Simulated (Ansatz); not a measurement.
Co2N:
```xyz
6
Lattice="4.0638 0.0000 0.0000 0.0000 4.6738 0.0000 0.0000 0.0000 2.7445" Properties=species:S:1:pos:R:3 pbc="T T T"
Co     3.0261     3.1102     0.0000
Co     0.9942     3.9005     1.3723
Co     1.0377     1.5636     0.0000
Co     3.0696     0.7733     1.3723
N      0.0000     0.0000     0.0000
N      2.0319     2.3369     1.3723
```

Relaxed with HSE06. Special points in fractions of this cell's reciprocal vectors: Γ (0.000, 0.000, 0.000); X (0.500, 0.000, 0.000); S (0.500, 0.500, 0.000); Y (0.000, 0.500, 0.000); Z (0.000, 0.000, 0.500); U (0.500, 0.000, 0.500); R (0.500, 0.500, 0.500); T (0.000, 0.500, 0.500).

List the band energies nearest the Fermi level at these points for HSE06 (plane waves, PAW; program Ansatz).

In eV from the Fermi level; about four levels below and three above (degenerate sets whole), none deeper than 8.9 eV; points with the same levels are listed once.

```json
[
 {"k": "Γ", "below": "-1.69 -1.20 -0.84 -0.81", "above": "0.04 0.29 0.98"},
 {"k": "X", "below": "-0.88 -0.88 -0.85 -0.85", "above": "1.11 1.11 3.57 3.57"},
 {"k": "S", "below": "-0.87 -0.87 -0.56 -0.56", "above": "2.07 2.07 3.77 3.77"},
 {"k": "Y", "below": "-0.36 -0.36 -0.09 -0.09", "above": "1.67 1.67 3.46 3.46"},
 {"k": "Z", "below": "-1.03 -1.03 -0.62 -0.62", "above": "0.49 0.49 1.18 1.18"},
 {"k": "U", "below": "-1.39 -1.39 -1.23 -1.23", "above": "0.81 0.81 1.55 1.55"},
 {"k": "R", "below": "-1.12 -1.12 -0.76 -0.76", "above": "1.70 1.70 2.21 2.21"},
 {"k": "T", "below": "-1.01 -1.01 -1.00 -1.00 -0.72 -0.72", "above": "0.29 0.29 0.89 0.89"}
]
```

Space group Pnnm. The workflow started from an entry of the Crystallography Open Database (COD). Whether it is the stable phase at ambient conditions was not checked. The cell keeps a stress of up to 0.5 GPa. The HSE06 relaxation kept the symmetry of its start; whether a distortion lowers the energy is not shown. The workflow began spin-polarised and lost its moments. The hybrid run found no gap, on a coarse k-mesh.

Potentials: the later of the program's two PAW sets.
